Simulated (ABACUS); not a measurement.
Worked example: self-consistent single point of Si₂W (I4/mmm, 6 atoms in the cell; from Materials Project mp-1620) in ABACUS.

All values come from this method and carry its errors: PBE, PseudoDojo 0.5 standard norm-conserving PBE (tails mended) pseudopotentials (plane waves; ABACUS).

```yaml
crystal:
  lattice:
    - [3.21473, 0.00000, 0.00000]
    - [0.00000, 3.21473, 0.00000]
    - [0.00000, 0.00000, 7.80206]
  atoms:
    - { symbol: Si, position: [0.00000, 0.00000, 0.33499] }
    - { symbol: Si, position: [0.50000, 0.50000, 0.16501] }
    - { symbol: Si, position: [0.50000, 0.50000, 0.83499] }
    - { symbol: Si, position: [0.00000, 0.00000, 0.66501] }
    - { symbol: W, position: [0.00000, 0.00000, 0.00000] }
    - { symbol: W, position: [0.50000, 0.50000, 0.50000] }
```

Reference input (self-consistent single point, DFT, PBE, plane waves, PseudoDojo 0.5 standard norm-conserving PBE (tails mended) pseudopotentials): KPT = Gamma 8 8 4 0 0 0; basis_type = pw; dft_functional = PBE; ecutwfc = 74 Ry; smearing_method = fd; smearing_sigma = 0.00367493 Ry; potentials = PseudoDojo 0.5 standard norm-conserving PBE (tails mended); symmetry = 1; symmetry_prec = 1e-05; ks_solver = dav_subspace; scf_nmax = 100; scf_thr = 1.0e-09 Ry. This run's input differs from it in these lines:

```diff
@@ -52,3 +52,3 @@
 Gamma
-8 8 4 0 0 0
+3 3 2 0 0 0
```

The program printed (abridged):

```
 SELF-CONSISTENT
 -------------------------------------------
                                 init_chg = atomic

 PW ALGORITHM --------------- ION=   1  ELEC=   1--------------------------------

 Notice: Threshold on eigenvalues was too large.

 Density error is 0.0810680406632
                          Error Threshold = 0.000198644505243
 E_KohnSham     -337.3257877840      -4589.5527962010
 E_Fermi        1.3007238452         17.6972558197

 PW ALGORITHM --------------- ION=   1  ELEC=   2--------------------------------

 Density error is 0.079176270597
                          Error Threshold = 0.000184245546962
   [... lines left out ...]

 Density error is 1.9615373253e-09
                          Error Threshold = 1.88530682181e-10
 E_KohnSham     -337.3720273133      -4590.1819172729
 E_Fermi        1.2868931369         17.5090793791

 PW ALGORITHM --------------- ION=   1  ELEC=  14--------------------------------

 Density error is 6.77894475809e-11
                          Error Threshold = 4.45803937568e-12
 E_KohnSham     -337.3720273135      -4590.1819172756
 E_KS(sigma->0) -337.3713877271      -4590.1732152563
 E_entropy(-TS) -0.0012791728        -0.0174040384
 E_Fermi        1.2868944354         17.5090970458
 charge density convergence is achieved
 final etot is -4590.1819173 eV
 EFERMI = 17.509097046 eV

 STATE ENERGY(eV) AND OCCUPATIONS    NSPIN == 1
   [... 29 lines left out ...]

 TOTAL-FORCE (eV/Angstrom)
                       Si1         0.0000000000         0.0000000000        -0.1523072349
                       Si2         0.0000000000         0.0000000000         0.1526969829
                       Si3         0.0000000000         0.0000000000        -0.1526969829
                       Si4         0.0000000000         0.0000000000         0.1523072349
                        W1         0.0000000000         0.0000000000         0.0000000000
                        W2         0.0000000000         0.0000000000         0.0000000000

 TOTAL-STRESS (KBAR)
        69.2516216351         0.0000000000         0.0000000000
         0.0000000000        69.2516216351         0.0000000000
        -0.0000000000        -0.0000000000        27.8944825543
 TOTAL-PRESSURE: 55.465909 KBAR

 --------------------------------------------
 !FINAL_ETOT_IS -4590.1819172755585896 eV
 --------------------------------------------
```

The run converged in 14 iterations. Against the reference run the free energy rises by 85.6 meV/atom, the pressure goes from 4.15 to 5.55 GPa and the largest force goes from 0.095 to 0.153 eV/Å.

This run is one point of a test of settings, so its values need not be converged; read them against the reference run alone. The structure comes from a collection of computed structures, made at another level of theory; the collection holds predicted forms beside known ones. No clean gap shows at this smearing width and mesh (spacing up to 0.65 Å⁻¹); the mesh is coarse for partly filled bands, so the values carry mesh errors.

Cost on one core: around 40 core-seconds (rough).

“Tails mended”: in these copies of the files the far tail of each local potential was reset to the Coulomb form.
